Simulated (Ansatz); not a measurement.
HfSn3O8 on the sites of monoclinic HfO2 (relaxed group P2), relaxed with r2SCAN. Space group P2 (No. 3), monoclinic; conventional cell a = 4.799 Å, b = 5.730 Å, c = 5.227 Å, β = 90.8°, 11.98 Å³ an atom. Hf has 6 O at 2.03–2.17 Å; Sn has 6 O at 2.04–2.12 Å; Sn has 6 O at 2.02–2.11 Å; O has 1 Hf at 2.03 Å and 2 Sn at 2.05–2.11 Å; O has 2 Sn at 2.04–2.12 Å and 1 Hf at 2.08 Å; O has 3 Sn at 2.04–2.12 Å; O has 2 Sn at 2.02–2.06 Å and 1 Hf at 2.17 Å.

3 runs of the PAW code Ansatz on this cell differ in the functional (and in the settings that go with it). Levels are in eV from each run's valence top; v1 is the last filled band, c1 the first empty one.

Run A, mean stress 0.0 GPa (compression positive):
```
point     v5     v3     v1    c1    c2    c3
    Γ  -0.69  -0.18  -0.07  3.03  5.70  6.24
    Z  -1.01  -0.68  -0.06  4.78  5.51  6.36
    D  -0.82  -0.42  -0.20  5.21  6.06  6.23
    B  -0.67  -0.33  -0.16  5.13  5.24  5.46
    A  -0.77  -0.29  -0.19  5.35  5.44  5.97
    E  -0.94  -0.51  -0.33  5.45  5.71  6.06
```

Run B, mean stress -1.1 GPa (compression positive):
```
point     v5     v3     v1    c1    c2    c3
    Γ  -0.61  -0.15  -0.06  4.83  7.71  8.29
    Z  -1.00  -0.59  -0.04  6.70  7.47  8.44
    D  -0.74  -0.40  -0.21  7.21  8.10  8.24
    B  -0.58  -0.30  -0.12  7.08  7.22  7.44
    A  -0.71  -0.29  -0.21  7.29  7.43  7.95
    E  -0.83  -0.56  -0.36  7.44  7.73  8.07
```

Run C, mean stress -1.1 GPa (compression positive):
```
point     v5     v3     v1    c1    c2    c3
    Γ  -0.61  -0.15  -0.06  4.10  6.93  7.52
    Z  -1.00  -0.60  -0.04  5.93  6.71  7.66
    D  -0.74  -0.40  -0.21  6.44  7.32  7.47
    B  -0.58  -0.30  -0.13  6.31  6.44  6.66
    A  -0.71  -0.29  -0.21  6.52  6.66  7.18
    E  -0.83  -0.56  -0.36  6.67  6.96  7.29
```

Q: Match the runs to r2SCAN, HSE06, PBE0.

A: A is r2SCAN, B is PBE0, C is HSE06. In order of the gap: r2SCAN 3.03, HSE06 4.10, PBE0 4.83 eV. The stress vanishes for r2SCAN, which relaxed the cell.

Spin-unpolarised throughout. Whether this structure exists isn't addressed.

Spin-orbit coupling is left out, which matters wherever the heavy atoms make up the band edges.

The stress of a hybrid is loosely converged in these runs.

The meshes of the hybrids are coarse, so their gaps aren't converged to the digits shown.
